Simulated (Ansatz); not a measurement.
Mg:
```yaml
crystal:
  lattice:
    - [5.07312, 0.00000, 0.00000]
    - [-2.53656, 4.39345, 0.00000]
    - [0.00000, 0.00000, 3.07694]
  atoms:
    - { symbol: Mg, position: [0.00000, 0.00000, 0.00000] }
    - { symbol: Mg, position: [0.33333, 0.66667, 0.50000] }
    - { symbol: Mg, position: [0.66667, 0.33333, 0.50000] }
```

Relaxed with r²SCAN. Special points in fractions of this cell's reciprocal vectors: Γ (0.000, 0.000, 0.000); M (0.500, 0.000, 0.000); K (0.333, 0.333, 0.000); A (0.000, 0.000, 0.500); L (0.500, 0.000, 0.500); H (0.333, 0.333, 0.500).

List the band energies nearest the Fermi level at these points for r²SCAN in the plane-wave PAW code Ansatz.

In eV from the Fermi level; about four levels below and three above (degenerate sets whole), none deeper than 8.9 eV; points with the same levels are listed once.

```
k                    below                above
-  -----------------------  -------------------
Γ                    -7.50  0.09 0.09 0.15 0.15
M  -5.43 -5.43 -1.80 -0.97       5.84 5.96 6.77
K        -4.75 -4.75 -4.75       3.11 3.22 3.22
A              -3.42 -3.26  3.72 3.72 3.76 3.76
L  -1.71 -1.53 -1.12 -1.02       1.86 2.41 3.14
H  -0.89 -0.89 -0.47 -0.47  0.04 6.09 6.83 6.83
```

Space group P6/mmm. The cell is a constructed one: a structure type filled with these elements; the Crystallography Open Database copy checked does not list it. It is not the phase usual at ambient conditions (space group No. 194). The r²SCAN relaxation kept the symmetry of its start; whether a distortion lowers the energy is not shown.

Potentials: the earlier of the program's two PAW sets.
